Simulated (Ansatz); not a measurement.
## Does this entry for H4NClO lie near equilibrium?

The cell is a measured structure from the Crystallography Open Database (COD), atoms as given.

Space group P2_1/c (No. 14); a = 6.8955, b = 5.9218, c = 7.6737 Å, β = 120.94°.

```
site  Wyckoff  site symmetry       x       y       z
  H1       4e              1  0.7823  0.0504  0.1663
  H5       4e              1  0.8989  0.1830  0.3481
  H9       4e              1  0.7415  0.4619  0.1691
 H13       4e              1  0.6519  0.1594  0.2281
   N       4e              1  0.7748  0.1661  0.2261
  Cl       4e              1  0.2592  0.1891  0.1033
   O       4e              1  0.7616  0.3543  0.1076
```

One atom of each set is listed.

The numbers come from a DFT calculation in Ansatz (PBE, plane waves and PAW, scalar-relativistic, 420 eV cutoff, Γ-centred 5×5×5 k-points, Fermi–Dirac smearing 0.05 eV).

**Question.** Do the atoms and the cell lie near the calculated equilibrium?

**Answer.** No. The largest force is 14 eV/Å, on atom 2 (H: 1 N at 0.84 Å; also 1 O at 1.84 Å), and the pressure is 33.1 GPa. Bonds to hydrogen as short as 0.84 Å are the usual result of locating hydrogen with X-rays, and they can account for much of this: hydrogen has to be relaxed before the gradients can be taken for those of the compound.
